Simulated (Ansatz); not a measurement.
Relaxed TiSi2 (C49 type, space group Cmcm):

```
TiSi2
1.0
    1.77297    -6.78252     0.00000
    1.77297     6.78252     0.00000
    0.00000     0.00000     3.57969
Si Ti
4 2
Cartesian
  1.77297  -5.98000   2.68477
  1.77297   5.98000   0.89492
  1.77297   3.38747   2.68477
  1.77297  -3.38747   0.89492
  1.77297  -1.39992   2.68477
  1.77297   1.39992   0.89492
```

Scan: atom 2 (Si, nearest neighbour Si at 2.404 Å; its periodic images, 3.5 Å or more away, move with it) is displaced along Cartesian [111], direction (0.577, 0.577, 0.577) in Cartesian axes, by s. The other atoms stay.

Computed with PBE (plane waves to 420 eV, PAW, scalar-relativistic; Ansatz, a program for electronic structure). k mesh 11×11×11 (Γ-centred), Fermi-Dirac smearing 0.05 eV. The energy includes the smearing's −TS. With partly filled bands, energies and forces of such displacements shift with the k mesh and the smearing. The PAW data are Ansatz's earlier set. This is one of several known forms of TiSi2; the measured ambient cells at hand have space group No. 70. TiSi2 is run without spin polarisation. TiSi2 was relaxed with its symmetry unable to fall. The zero of ΔE is the undisplaced structure. The last digit holds for this mesh only.

| s (Å) | ΔE (meV/cell) |
|---|---|
| -0.240 | 283.0 |
| -0.192 | 181.3 |
| -0.144 | 102.3 |
| -0.096 | withheld |
| -0.048 | 11.5 |
| 0.000 | 0.0 |
| 0.048 | 11.8 |
| 0.096 | 48.0 |
| 0.144 | 109.8 |
| 0.192 | 199.0 |
| 0.240 | 317.4 |

### Question
Fit a polynomial form (powers 2, 3, 4) to the given rows and predict ΔE at s = -0.096.

### Answer
Least squares on the 10 given rows: ΔE = (5061)·s² + (1246)·s³ + (2616)·s⁴, in meV/cell with s in Å; root-mean-square residual 0.03 meV/cell. At -0.096 the fit gives 45.8 meV/cell; the calculation gives 45.8 meV/cell, the same to the digits shown. The quadratic term alone would give 46.6 meV/cell.

(For displaced atoms, the force is minus the slope of the energy, and its curvature is a force constant, which sets phonon frequencies.)
